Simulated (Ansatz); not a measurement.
HfH₂, DFT, LDA, all-electron LAPW, scalar-relativistic (Ansatz 0.2.0), run on 1 thread of Intel(R) Xeon(R) 6975P-C (Granite Rapids) on a shared host.

Structure from Materials Project entry mp-27731 (possibly hypothetical), not relaxed further. The listed cell was then made from it by scaling, straining or moving an atom.

Command: `ansatz run input.yaml --threads 1 --pin off --max-ram 4096MiB --backend cpu --events-out ev --progress --plain --runs-dir out`

```yaml
crystal:
  lattice:
    - [-1.7132226083, 1.7132226083, 2.1231335821]
    - [1.7132226083, -1.7132226083, 2.1231335821]
    - [1.7132226083, 1.7132226083, -2.1231335821]
  atoms:
    - { symbol: Hf, position: [0.0, 0.0, 0.0] }
    - { symbol: H, position: [0.25, 0.75, 0.5] }
    - { symbol: H, position: [0.75, 0.25, 0.5] }
kpoints:
  mp_grid: { grid: [15, 15, 15] }
scf:
  occupations: { method: fermi_dirac, width: 0.03 }
hamiltonian:
  xc: lda
  pseudopotentials: { kind: all_electron, lapw: { basis_error: 0.0005 } }
output:
  forces: true
  stress: true
  eigenvalues: true
```

Question: How large is the problem that the program sets up?

Answer: 288 irreducible k-points, 323 plane waves at Γ, 27 bands.

Question: Estimate the wall time and the peak memory.

Answer: 38 s of wall time for 9 SCF iterations, with a peak of 0.92 GiB. Times on shared machines scatter by tens of per cent.

Question: And the same cell and mesh by PAW (frozen-core files), asked for forces, stress, eigenvalues, efg, write_density, write_potential, elf, on the same hardware?

Answer: 6.8 s, peak memory 0.51 GiB.
